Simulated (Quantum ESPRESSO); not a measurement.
**Kohn-Sham bands of Mg3ZnO4 (P4/mmm)**

```
CELL_PARAMETERS angstrom
      3.02619     0.00000     0.00000
      0.00000     3.02619     0.00000
      0.00000     0.00000     8.55324
ATOMIC_POSITIONS crystal
  Mg 0.50000 0.50000 0.75043
  Mg 0.50000 0.50000 0.24957
  Mg 0.00000 0.00000 0.50000
  Zn 0.00000 0.00000 0.00000
  O  0.00000 0.00000 0.25308
  O  0.00000 0.00000 0.74692
  O  0.50000 0.50000 0.00000
  O  0.50000 0.50000 0.50000
```

Materials Project entry mp-1222124; symmetrised, unrelaxed at this level. Not found in the COD (Crystallography Open Database) copy used; not checked further. Method: LDA plane waves in Quantum ESPRESSO 7.5 (PseudoDojo norm-conserving files, 68 Ry, no spin polarisation, no spin-orbit coupling), Bloch states on a 6×6×4 mesh through Γ, Wannier90 4.0.1. Density: 10×10×4 mesh, cold smearing 0.01 Ry.

Energies are relative to the valence-band maximum; weights are on the orthonormalised atomic waves of the pseudopotential files, averaged over the group. 74 electrons a cell are treated as valence.

```tsv
bands	from (eV)	to (eV)	filling	weight on atomic waves
1	-122.93	-122.93	filled	(withheld)
2–4	-77.53	-77.53	filled	(withheld)
5–7	-72.45	-72.34	filled	(withheld)
8–16	-39.89	-39.73	filled	(withheld)
17–20	-17.68	-15.80	filled	(withheld)
21–37	-6.69	0.00	filled	(withheld)
```

**Question.** Which atomic shells make up each group?

**Answer.** 
- 1, weight on atomic waves: Zn 3s 100 %
- 2–4, weight on atomic waves: Zn 3p 100 %
- 5–7, weight on atomic waves: Mg 2s 99 %
- 8–16, weight on atomic waves: Mg 2p 100 %
- 17–20, weight on atomic waves: O 2s 89 %, Mg 3s 7 %
- 21–37, weight on atomic waves: O 2p 64 %, Zn 3d 29 %

The Kohn-Sham gap over both meshes and the path is 2.46 eV.
